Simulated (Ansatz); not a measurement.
Polymorphs of LaN, each relaxed with DFT-LDA in the program Ansatz with PAW potentials:

A: P4/nmm
a = 4.352 Å, b = 4.352 Å, c = 3.547 Å, α = 90.00°, β = 90.00°, γ = 90.00°

| atom | site | symmetry | x | y | z |
|---|---|---|---|---|---|
| La | 2c | 4mm | 0.5000 | 0.0000 | 0.2852 |
| N | 2a | -4m2 | 0.0000 | 0.0000 | 0.0000 |

B: P6_3mc
a = 4.101 Å, b = 4.101 Å, c = 5.720 Å, α = 90.00°, β = 90.00°, γ = 120.00°

| atom | site | symmetry | x | y | z |
|---|---|---|---|---|---|
| La | 2b | 3m. | 0.6667 | 0.3333 | 0.4927 |
| N | 2b | 3m. | 0.3333 | 0.6667 | 0.4173 |

Q: Put the candidates in order of energy per atom at 0 K, lowest first, for LDA.

A: B (+0 meV/atom), A (+25 meV/atom)

Q: Give each one's gap.

A: A 1.19 eV; B 0.93 eV.

Standing as an ambient phase not checked: A; B. Unstable at this level: A. All cells were relaxed under the symmetry of their starts (and spin orders); stability against distortions was not tested throughout. Scalar-relativistic: spin–orbit coupling is off unless named, which matters more the heavier the elements.

Energies hold the estimated change up to a 700 eV cutoff; steps of a few meV lie near the error of the meshes.

Potentials: the later of the program's two PAW sets.
